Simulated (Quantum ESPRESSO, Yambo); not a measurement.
At a photon energy of 7.25 eV, RPA with local fields on PBEsol bands shifted by a G0W0 scissor of 1.38 eV (Quantum ESPRESSO and Yambo; 4×4×2 mesh, 118 bands, 3 Ry local-field block, 0.2 eV broadening) gives ε = 4.39 + 6.41i for LuIO (space group P4/nmm, No. 129), field along x. Axes are Cartesian, with cell vectors (Å) (3.84, 0.00, 0.00), (0.00, 3.84, 0.00), (0.00, 0.00, 9.08).

### Question
Work out n, κ, the normal-incidence reflectivity, the absorption coefficient and the penetration depth.

### Answer
|ε| = 7.77; n = √((|ε| + ε1)/2) = 2.47, κ = √((|ε| − ε1)/2) = 1.30. R = ((n − 1)² + κ²)/((n + 1)² + κ²) = 0.28. α = 2Eκ/(ħc) with ħc = 197.327 eV nm: 0.0955 per nm = 9.6 × 10⁵ per cm, a 1/e depth of 10 nm. The computed direct gap is 4.74 eV, and the energy scale of the real crystal may differ from it. Excitonic effects are left out, and values at one energy depend on mesh and broadening. The scissor comes from a G0W0 run whose convergence isn't established. Convergence of the RPA response with its 4×4×2 mesh was not tested.

Spin-orbit coupling is not included.

Geometry relaxed with PBE+D3(BJ); primitive cell a = b = 3.8436 Å, c = 9.0845 Å, α = β = γ = 90.00°.
